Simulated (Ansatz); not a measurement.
Relaxed SiO₂ (rutile):

```
SiO2
1.0
    4.18475     0.00000     0.00000
    0.00000     4.18475     0.00000
    0.00000     0.00000     2.66845
Si O
2 4
Direct
  0.50000   0.50000   0.50000
  0.00000   0.00000   0.00000
  0.80610   0.80610   0.50000
  0.30610   0.69390   0.00000
  0.69390   0.30610   0.00000
  0.19390   0.19390   0.50000
```

The atoms are displaced by Q × the pattern below (from a DFPT mode at Γ, largest move 1; Q in Å), at fixed cell.

| atom | x | y | z |
|---|---|---|---|
| O3 | -0.707 | -0.707 | 0.000 |
| O4 | 0.707 | -0.707 | 0.000 |
| O5 | -0.707 | 0.707 | 0.000 |
| O6 | 0.707 | 0.707 | 0.000 |

Atoms not listed stay in place.

All values below come from r2SCAN (plane waves to 500 eV, PAW, scalar-relativistic; Ansatz, a program for electronic structure). k mesh 8×8×12 (Γ-centred), Fermi-Dirac smearing 0.05 eV. SiO2 was relaxed with its symmetry unable to fall. The PAW data are Ansatz's earlier set. 

```
Q (Å)   −dE/dQ from forces (eV/Å)
------  -------------------------
-0.180                     41.162
-0.150                     33.721
-0.120                     26.592
-0.090                     19.719
-0.060                     13.039
-0.030                      6.488
0.000                       0.000
0.030                      -6.488
0.060                     -13.039
0.090                     -19.719
0.120                     -26.592
0.150                     -33.721
0.180                     -41.162
```

What harmonic wavenumber does the curvature at Q = 0 give?

958 cm⁻¹. E″ = 215.90 eV/Å², M = Σ mᵢ|uᵢ|² = 64.0 u, ν̃ = 521.5·√(|E″|/M).

(A displaced cell: forces are minus the slopes of the energy, force constants its curvatures, and phonons follow from these.)
